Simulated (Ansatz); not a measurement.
Total density of states per atom from DFT-PBEsol in the program Ansatz with PAW potentials, in 0.25 eV bins, energy from the Fermi level:

```json
[
 {"E (eV)": "-7.85", "states/eV/atom": "0.07"},
 {"E (eV)": "-7.60", "states/eV/atom": "0.08"},
 {"E (eV)": "-7.35", "states/eV/atom": "0.10"},
 {"E (eV)": "-7.10", "states/eV/atom": "0.10"},
 {"E (eV)": "-6.85", "states/eV/atom": "0.11"},
 {"E (eV)": "-6.60", "states/eV/atom": "0.12"},
 {"E (eV)": "-6.35", "states/eV/atom": "0.13"},
 {"E (eV)": "-6.10", "states/eV/atom": "0.16"},
 {"E (eV)": "-5.85", "states/eV/atom": "0.17"},
 {"E (eV)": "-5.60", "states/eV/atom": "0.20"},
 {"E (eV)": "-5.35", "states/eV/atom": "0.25"},
 {"E (eV)": "-5.10", "states/eV/atom": "0.34"},
 {"E (eV)": "-4.85", "states/eV/atom": "0.58"},
 {"E (eV)": "-4.60", "states/eV/atom": "0.85"},
 {"E (eV)": "-4.35", "states/eV/atom": "0.90"},
 {"E (eV)": "-4.10", "states/eV/atom": "1.00"},
 {"E (eV)": "-3.85", "states/eV/atom": "1.30"},
 {"E (eV)": "-3.60", "states/eV/atom": "1.53"},
 {"E (eV)": "-3.35", "states/eV/atom": "1.62"},
 {"E (eV)": "-3.10", "states/eV/atom": "1.35"},
 {"E (eV)": "-2.85", "states/eV/atom": "1.25"},
 {"E (eV)": "-2.60", "states/eV/atom": "1.44"},
 {"E (eV)": "-2.35", "states/eV/atom": "1.69"},
 {"E (eV)": "-2.10", "states/eV/atom": "1.95"},
 {"E (eV)": "-1.85", "states/eV/atom": "2.46"},
 {"E (eV)": "-1.60", "states/eV/atom": "2.28"},
 {"E (eV)": "-1.35", "states/eV/atom": "1.95"},
 {"E (eV)": "-1.10", "states/eV/atom": "2.31"},
 {"E (eV)": "-0.85", "states/eV/atom": "1.82"},
 {"E (eV)": "-0.60", "states/eV/atom": "1.77"},
 {"E (eV)": "-0.35", "states/eV/atom": "1.89"},
 {"E (eV)": "-0.10", "states/eV/atom": "1.79"},
 {"E (eV)": "0.15", "states/eV/atom": "2.06"},
 {"E (eV)": "0.40", "states/eV/atom": "1.89"},
 {"E (eV)": "0.65", "states/eV/atom": "0.47"},
 {"E (eV)": "0.90", "states/eV/atom": "0.34"},
 {"E (eV)": "1.15", "states/eV/atom": "0.30"},
 {"E (eV)": "1.40", "states/eV/atom": "0.29"},
 {"E (eV)": "1.65", "states/eV/atom": "0.30"},
 {"E (eV)": "1.90", "states/eV/atom": "0.56"},
 {"E (eV)": "2.15", "states/eV/atom": "0.70"},
 {"E (eV)": "2.40", "states/eV/atom": "0.84"},
 {"E (eV)": "2.65", "states/eV/atom": "0.69"},
 {"E (eV)": "2.90", "states/eV/atom": "0.52"},
 {"E (eV)": "3.15", "states/eV/atom": "0.40"},
 {"E (eV)": "3.40", "states/eV/atom": "0.15"},
 {"E (eV)": "3.65", "states/eV/atom": "0.20"},
 {"E (eV)": "3.90", "states/eV/atom": "0.29"},
 {"E (eV)": "4.15", "states/eV/atom": "0.26"},
 {"E (eV)": "4.40", "states/eV/atom": "0.22"},
 {"E (eV)": "4.65", "states/eV/atom": "0.23"}
]
```

**Question.** Which of these materials gives this?
(A) Fe3Si, P4/mmm (Fe on 2h, Fe on 1a, Si on 1b)
(B) Hf, diamond
(C) HfCo7, P4/mmm (Hf on 1d, Co on 1b, Co on 4j, Co on 2e)
(D) HfB2, P6/mmm (Hf on 1a, B on 2d)

**Answer.** C, HfCo7, P4/mmm (Hf on 1d, Co on 1b, Co on 4j, Co on 2e). Within 0.5 eV of the Fermi level: Co 3d 95 %. Projections are on Löwdin-orthogonalised atomic valence shells; empty p or d shells of many metals are not among them.

The first step of the workflow began from a Materials Project structure, measured or hypothetical; the Crystallography Open Database copy checked does not list it. Its standing as an ambient phase is unchecked. The PBEsol relaxation kept the symmetry of its start; its stability against distortions is not shown here. The run is not spin-polarised. The program gave a warning on the electronic state, which may not be the lowest. Scalar-relativistic: spin–orbit coupling is off unless named, which matters more the heavier the elements.

Potentials: the later of the program's two PAW sets.
